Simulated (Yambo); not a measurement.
Yambo run on Cs$_{2}$O (space group R-3m, No. 166). The wavefunctions are PBEsol (Quantum ESPRESSO, PseudoDojo norm-conserving, 84 Ry, without SOC) ones on a 4×4×4 mesh (12 occupied bands); a = b = c = 7.2857 Å, α = β = γ = 32.71°.

Yambo input:

```
rim_cut
gw0
dyson
el_el_corr
HF_and_locXC
ppa
em1d
RandQpts= 1000000
RandGvec= 1 Ry
EXXRLvcs= 84 Ry
VXCRLvcs= 336 Ry
Chimod= "HARTREE"
% BndsRnXp
 1 | 141 |
%
NGsBlkXp= 3 Ry
% LongDrXp
 1.0 | 1.0 | 1.0 |
%
PPAPntXp= 27.2114 eV
% GbndRnge
 1 | 141 |
%
GTermKind= "BG"
DysSolver= "n"
ExtendOut
% QPkrange
 1 | 1 | 12 | 13 |
 3 | 3 | 12 | 12 |
%
```

k points by index: 1 = Γ, 3 = L.

Resulting energies as the program prints them:

```
#    K-point    Band    Eo [eV]    E [eV]    E-Eo [eV]    Vxc [eV]    Vnlxc [eV]    Sc|Eo [eV]    Sc|E [eV]    dSc/dw|Eo [eV]    Re(Z)    Im(Z)
#
    1    12    -0.591704    -1.076311    -0.484607    -16.91742    -21.97199    4.408157    4.569962    -9.078275    0.749823    -0.003379
    1    13    0.961131    1.077916    0.116784    -6.627891    -3.151294    -3.338158    -3.359812    -5.040203    0.843721    -0.001240
    3    12    0.000000    -0.452060    -0.452060    -17.27793    -21.94309    4.070614    4.213099    -8.572885    0.760424    -0.001979
```
(The two width columns are left out.) Convergence of these settings isn't established.

Geometry relaxed with PBEsol.
